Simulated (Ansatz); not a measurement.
TiNF:
```xyz
6
Lattice="-1.9086 1.9086 4.8854 1.9086 -1.9086 4.8854 1.9086 1.9086 -4.8854" Properties=species:S:1:pos:R:3 pbc="T T T"
Ti     0.0000     1.9086     0.9707
Ti     0.0000     0.0000     8.2988
N      0.0000     0.0000     6.5138
N      1.9086     0.0000     4.0711
F      0.0000     1.9086     3.5078
F      0.0000     0.0000     1.0650
```

Relaxed with LDA. Special points in fractions of this cell's reciprocal vectors: Γ (0.000, 0.000, 0.000); X (0.000, 0.000, 0.500); P (0.250, 0.250, 0.250); N (0.000, 0.500, 0.000); M (0.500, 0.500, -0.500); S (0.288, 0.712, -0.288); S0 (-0.288, 0.288, 0.288); R (-0.076, 0.076, 0.500); G (0.500, 0.500, -0.076).

Q: List the band energies nearest the valence-band maximum at these points for LDA (plane waves, PAW; program Ansatz).

A: In eV from the valence-band maximum; about four levels below and three above (degenerate sets whole), none deeper than 8.9 eV; points with the same levels are listed once.

| k | below | above |
|---|---|---|
| Γ | -2.21 -2.21 -1.72 -0.47 -0.47 | 1.61 2.35 3.18 3.18 |
| X | -1.78 -1.78 -0.54 -0.54 | 2.63 2.63 3.16 3.16 |
| P | -1.77 -1.77 -0.51 -0.51 | 2.67 2.67 3.00 3.00 |
| N | -2.17 -1.86 -1.19 -0.57 | 2.51 2.91 2.98 |
| M | -2.21 -2.21 0.00 0.00 | 1.96 1.96 2.80 2.80 |
| S | -2.21 -1.82 -1.12 -0.61 | 2.57 2.92 3.03 |
| R | -1.68 -1.68 -0.59 -0.59 | 2.62 2.62 3.15 3.15 |

Space group I4_1md. The workflow started from a Materials Project entry (that database holds measured and hypothetical structures alike); the Crystallography Open Database copy checked does not list it. Its standing as an ambient phase is unchecked. The cell was relaxed with LDA under the symmetry of its start; its stability against distortions is not shown here. The run is not spin-polarised.

Potentials: the later of the program's two PAW sets.
